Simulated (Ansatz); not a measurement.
**Al$_{4}$Ni$_{3}$Pd: relaxed-ion elastic tensor**

Theory: DFT PBE, scalar-relativistic, plane waves, PAW (Ansatz). Settings: 420 eV plane-wave cutoff, Γ-centred 6×6×12 mesh, Fermi-Dirac smearing of 0.15 eV. No spin polarisation.

Relaxed structure:
```yaml
crystal:
  lattice:
    - [5.89338, 0.00000, 0.00000]
    - [0.00000, 5.89338, 0.00000]
    - [0.00000, 0.00000, 2.94020]
  atoms:
    - { symbol: Al, position: [0.25932, 0.74068, 0.00000] }
    - { symbol: Al, position: [0.25932, 0.25932, 0.00000] }
    - { symbol: Al, position: [0.74068, 0.74068, 0.00000] }
    - { symbol: Al, position: [0.74068, 0.25932, 0.00000] }
    - { symbol: Ni, position: [0.50000, 0.00000, 0.50000] }
    - { symbol: Ni, position: [0.50000, 0.50000, 0.50000] }
    - { symbol: Ni, position: [0.00000, 0.50000, 0.50000] }
    - { symbol: Pd, position: [0.00000, 0.00000, 0.50000] }
```

It was reached by relaxing an invented guess, and it needn't be the stable form of this composition. In a metal, frequencies and elastic constants depend on the k mesh and the smearing, soft modes and shear constants most.

**Question.** Give the relaxed-ion elastic constants (GPa, Voigt order xx yy zz yz xz xy, on the Cartesian axes of the cell above).

**Answer.**
```
192.8 139.6 137.3   0.0   0.0   0.0
139.6 192.8 137.3   0.0   0.0   0.0
137.3 137.3 197.0   0.0   0.0   0.0
  0.0   0.0   0.0 104.3   0.0   0.0
  0.0   0.0   0.0   0.0 104.3   0.0
  0.0   0.0   0.0   0.0   0.0 104.8
```

**Question.** Is the crystal stable against homogeneous strain?

**Answer.** Yes: the least eigenvalue of the tensor is 53.1 GPa.

**Question.** And the moduli of a polycrystal (Hill averages)?

**Answer.** B = 157 GPa, G = 62 GPa, E = 164 GPa, ν = 0.33.
